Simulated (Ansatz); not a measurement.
# Hf: energy along a strain

Hf, P6_3/mmc, a = 3.197 Å, c = 5.058 Å (as given, not relaxed at this level: -3.8 GPa). Ansatz: PBEsol, PAW, 420 eV, Γ-centred 18×18×10 mesh on 2 atoms, Gaussian smearing 0.15 eV; no spin polarisation. Cell vectors (Å): 3.197 0.000 0.000; -1.598 2.768 0.000; 0.000 0.000 5.058. The cell is strained by x per cent times the pattern (0 1 0 0 0 0) in the order xx yy zz yz xz xy (engineering shears), with fractional coordinates held. y is the free energy over the start, V0 = 22.380 Å³/atom. Points with a strain past 8.5 % were computed too (3) and aren't used here.

```tsv
x (%)	y (meV/atom)
-7.50	?
-5.00	8.66
-2.50	-4.66
0.00	0.00
2.50	20.51
5.00	54.62
7.50	99.97
```

Problem. Fit y = c1 x + c2 x² + c3 x³ to the other rows, get the stiffness along the pattern, and predict the missing energy.

Solution. Least squares on the rows shown. y = 5.1937 x + 1.2653 x² − 0.024057 x³. The clamped-ion stiffness p·C·p = 2 × 12.65 eV × 160.2 / 22.380 Å³ = 181 GPa, which is C22 in these axes (second derivative at the start, which stands under stress). At x = -7.50 the fit asked for gives 42.37 meV/atom. The run gave 41.83 meV/atom, so the fit is 0.54 meV/atom too high, 0.52 % of the span of the series, against an rms of 0.02 meV/atom on the fitted rows. The row lies outside the fitted range. With a term in x⁴ added, a fit to the same known rows predicts 41.98 meV/atom, so most of the miss is curvature that the known rows already hold.

Spin–orbit coupling is left out, which can shift energies with elements as heavy as these.